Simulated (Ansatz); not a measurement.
Os (hcp (Mg type), P6_3/mmc) at seven volumes, DFT-PBEsol in the program Ansatz with PAW potentials, shape and atoms relaxed at each. One row is withheld.

```tsv
V (Å³/atom)	P (GPa)
12.641	50.87
13.058	30.93
13.475	14.14
13.892	0.00
14.308	-11.90
14.725	-21.89
15.142	?
```

Fit the shown pressures and predict the withheld one.

P = (3/2)B₀(x^(7/2) − x^(5/2))[1 + (3/4)(B′ − 4)(x − 1)] with x = (V₀/V)^(2/3). Least squares on the six rows gives V₀ = 13.892 Å³/atom, B₀ = 431 GPa, B′ = 4.71. At V = 15.142, x = 0.9442 and P = -30.33 GPa. The run itself gave -30.26 GPa.

The PBEsol relaxation kept the symmetry of its start. The run is not spin-polarised. Spin–orbit coupling is left out wherever it is not named.

Potentials: the later of the program's two PAW sets.
